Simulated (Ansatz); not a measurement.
A geometry of Al away from equilibrium: step 3 of the relaxation of a generated cell, Al built in the trigonal-Se structure type. All values below come from r2SCAN (plane waves to 500 eV, PAW, scalar-relativistic; Ansatz, an electronic-structure program). Γ-centred k-mesh 9×9×7 on the run's cell (coarser than for final values), Fermi–Dirac smearing 0.05 eV. The plane waves were selected for a different cell earlier on the path.

```xyz
3
Lattice="3.9496 0.0000 0.0000 -1.9748 3.4205 0.0000 0.0000 0.0000 4.7439" Properties=species:S:1:pos:R:3 pbc="T T T"
Al     1.1934     0.0000     3.9532
Al    -0.5967     1.0335     0.7906
Al     1.3781     2.3870     2.3719
```

Task: Give the Cartesian forces on all atoms (eV/Å).

Result: 
| atom | Fx | Fy | Fz |
|---|---|---|---|
| Al1 | 0.74 | 0.00 | 0.00 |
| Al2 | -0.37 | 0.64 | 0.00 |
| Al3 | -0.37 | -0.64 | 0.00 |

The path ends in Fm-3m (No. 225) (fcc (Cu type)). No spin polarisation in the result.

The run could not lose the symmetry of its start.
